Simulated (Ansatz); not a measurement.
diamond against fcc along the alkali metals

These are results of DFT, BLYP, plane waves (420 eV) with PAW, scalar-relativistic in Ansatz 0.2.0, not measurements. (PAW data from PBE, frozen cores regenerated.)

Each structure is relaxed within its symmetry, in the lowest magnetic state of the tried starts. Differences under about 8 meV lie within the error of the k-point mesh.

| element | E(diamond) − E(fcc) (meV/atom) | V(diamond) (Å³/atom) | V(fcc) (Å³/atom) | state of diamond | state of fcc |
| --- | --- | --- | --- | --- | --- |
| Li | 493 | 27.99 | 20.02 | spin not included | spin not included |
| Na | 217 | 62.10 | 37.42 | spin not included | spin not included |
| K | 158 | 130.98 | 75.93 | spin not included | spin not included |
| Rb | ? | ? | ? | ? | ? |
| Cs | 102 | 219.99 | 124.50 | spin not included | spin not included |

Question: Fill in the row of Rb.

Answer: E(diamond) − E(fcc) (meV/atom): 113; V(diamond) (Å³/atom): 168.11; V(fcc) (Å³/atom): 95.87; state of diamond: spin not included; state of fcc: spin not included.
